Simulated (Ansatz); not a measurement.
CaO (zinc blende, space group No. 216), plane-wave PAW PBE (Ansatz code), all energies at zero smearing, with the estimated change up to a 700 eV cutoff added, with one set of potentials and settings (totals compare only within such a set). Cell of 2 atoms (1 Ca, 1 O): -2387.368 eV.

```csv
element,reference phase,E (eV/atom)
Ca,"Fm-3m, 1 atoms in the cell",-1816.8597
O,"C2/m, 4 atoms in the cell, spin-polarised",-565.0000
```

Formation energy per atom, worked out: (-2387.368 − 1×(-1816.8597) − 1×(-565.0000))/2 = -2.754 eV/atom (-266 kJ per mol of atoms), at 0 K, without zero-point energy or fitted corrections.

Space group F-43m (zinc blende). The start of the workflow was typed in or built on a structure type; neither database checked (COD, Materials Project) lists it. It is not the phase usual at ambient conditions (space group No. 225). The PBE relaxation kept the symmetry of its start; its stability against distortions is not shown here. The references are the lowest solids computed at this level, not always the standard phases (solids in place of the gases).

Potentials: the later of the program's two PAW sets.
